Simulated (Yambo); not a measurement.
A G0W0@LDA run in Yambo for Rb$_{2}$NaRhF$_{6}$ (space group Fm-3m, No. 225) (2×2×2 Γ-centred k mesh, bands 6 to 314 and a 8 Ry block in the screening, 314 bands in G with the Bruneval-Gonze terminator, plasmon pole fitted at 27.2 eV) gives these matrix elements, in eV, at the band edges (X → X):

```tsv
state	E0	<Vxc>	<Σx>	<Σc(E0)>	Z
valence edge	0.000	-23.117	-29.546	4.535	0.798
conduction edge	1.608	-22.387	-16.418	-3.320	0.812
```

Question: Solve the linearised quasiparticle equation for both states, give the gap, and say how exchange and correlation each act on it.

Answer: E = E0 + Z(Σx + Σc − Vxc). Valence: 0.000 + 0.798 × (-29.546 + (4.535) − (-23.117)) = -1.51 eV. Conduction: 1.608 + 0.812 × (-16.418 + (-3.320) − (-22.387)) = 3.76 eV. The gap is 5.27 eV, against 1.61 eV in LDA. Replacing Vxc by bare exchange alone would open it by 12.40 eV; correlation takes back 7.86 eV of that, and Z scales what is left. Nearest settings tried, and what they do to the gap: 204 bands in G: -8 meV; 122 bands in W, 122 bands in G: +96 meV. Not varied: block, mesh. So the settings aren't converged at that level. The k mesh is coarse. Spin-orbit splittings are left out.

Geometry of the Materials Project entry, not relaxed at this level; primitive cell a = 6.127 Å, b = 6.127 Å, c = 6.127 Å, α = 60.00°, β = 60.00°, γ = 60.00°.
